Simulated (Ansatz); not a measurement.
Steps from a short run of molecular dynamics on a 2×2×2 supercell (16 atoms) of BP (zincblende), relaxed with r2SCAN; forces from r2SCAN in the plane-wave code Ansatz, 4×4×4 mesh, Fermi-Dirac smearing of 0.020 eV, constant energy and volume (NVE), started at 200 K. Computed, non-magnetic; the trajectory is short and the cell small, so nothing here is a converged average.

Cell vectors in Å:
```
0.0000 4.5366 4.5366
4.5366 0.0000 4.5366
4.5366 4.5366 0.0000
```

Question: At 20 fs positions (Å), velocities (Å/fs) and forces (eV/Å) are
```
B   0.0645  0.0437  0.0245   -0.0052  0.0020 -0.0024   -0.4833  0.0452 -0.1236
P   1.1539  1.1984  1.1822    0.0007  0.0021  0.0034   -0.0600 -0.5877 -0.2186
B   2.2888  2.2620 -0.0076    0.0037  0.0011 -0.0055   -0.0068  0.0221 -0.0641
P   3.4669  3.3905  1.0731    0.0019  0.0000  0.0006   -0.5771  0.1169  1.0246
B   2.2639  0.0050  2.2863    0.0030 -0.0014 -0.0014    0.1017 -0.1019 -0.1257
P   3.3607  1.1367  3.4723   -0.0003 -0.0006  0.0018    0.6428 -0.2043 -0.9365
B   4.5075  2.2309  2.2815    0.0006  0.0003 -0.0009    0.1911  0.1672  0.0072
P   5.6790  3.3615  3.3864   -0.0010 -0.0014 -0.0001   -0.2294  0.4376  0.0684
B  -0.0474  2.2989  2.2699   -0.0008 -0.0024  0.0013    0.2066 -0.1396  0.0977
P   1.1235  3.4253  3.3969   -0.0009  0.0017 -0.0012   -0.0374 -0.0337 -0.2879
B   2.2898  4.5090  2.2420    0.0027 -0.0040 -0.0068    0.0468 -0.0765 -0.1526
P   3.3828  5.6397  3.3911    0.0003 -0.0003  0.0003    0.5237  0.2111  0.0001
B   2.2188  2.2840  4.5425   -0.0005 -0.0037  0.0015    0.0990 -0.1126  0.0433
P   3.3777  3.3988  5.6229   -0.0017  0.0023  0.0000    0.1529  0.6052  0.8518
B   4.5517  4.5169  4.5152    0.0035  0.0006 -0.0012   -0.0147  0.1253  0.1009
P   5.6786  5.6676  5.6923   -0.0016 -0.0013  0.0006   -0.5558 -0.4742 -0.2849
```
Where are the atoms one step (2 fs) later, and what forces do they feel?

Answer:
```
B   0.0533  0.0479  0.0195   -0.1845  0.0308  0.0285
P   1.1553  1.2024  1.1888   -0.0440 -0.6561 -0.4725
B   2.2961  2.2642 -0.0187   -0.1527 -0.0313  0.2015
P   3.4704  3.3906  1.0750   -0.6002  0.0556  0.8222
B   2.2701  0.0020  2.2833   -0.0487 -0.0344 -0.0379
P   3.3605  1.1353  3.4754    0.5894 -0.1462 -1.0483
B   4.5092  2.2319  2.2797    0.1466  0.1048  0.0893
P   5.6770  3.3591  3.3862   -0.0917  0.5020 -0.0065
B  -0.0486  2.2938  2.2726    0.1996  0.0328  0.0613
P   1.1217  3.4287  3.3942    0.0015 -0.1414 -0.2298
B   2.2953  4.5008  2.2281   -0.0527  0.0607  0.1212
P   3.3836  5.6392  3.3916    0.5296  0.0962 -0.1352
B   2.2180  2.2764  4.5456    0.0392  0.0962 -0.0073
P   3.3745  3.4039  5.6234    0.2786  0.4097  0.7935
B   4.5586  4.5183  4.5129   -0.1795  0.0814  0.1441
P   5.6749  5.6646  5.6933   -0.4304 -0.4609 -0.3240
```
The temperature goes from 96.9 to 97.1 K.

Question: At 44 fs the positions in Å are
```
B    0.037   0.057   0.032
P    1.164   1.189   1.185
B    2.296   2.260  -0.001
P    3.463   3.385   1.115
B    2.258   0.009   2.290
P    3.382   1.132   3.428
B    4.532   2.229   2.293
P    5.673   3.375   3.384
B   -0.023   2.311   2.281
P    1.112   3.440   3.373
B    2.286   4.501   2.232
P    3.420   5.632   3.373
B    2.210   2.288   4.548
P    3.376   3.440   5.668
B    4.527   4.516   4.521
P    5.638   5.617   5.676
```
What are the forces, and how far does the free energy (smearing included) lie above that of step 0, with the atoms on their sites?

Answer: 9.8 meV an atom; forces in eV/Å:
```
B   -0.139  -0.299  -0.251
P   -0.356  -0.222  -0.574
B    0.146  -0.012  -0.221
P   -0.454   0.102   0.107
B    0.092   0.065  -0.034
P   -0.029   0.350   0.432
B    0.008   0.043  -0.346
P    0.096  -0.025   0.546
B    0.003  -0.246  -0.281
P    0.314  -0.179   0.852
B    0.060   0.138   0.025
P   -0.477   0.618   0.238
B    0.266  -0.210  -0.099
P   -0.199  -0.722  -0.079
B    0.107  -0.151  -0.117
P    0.561   0.751  -0.199
```
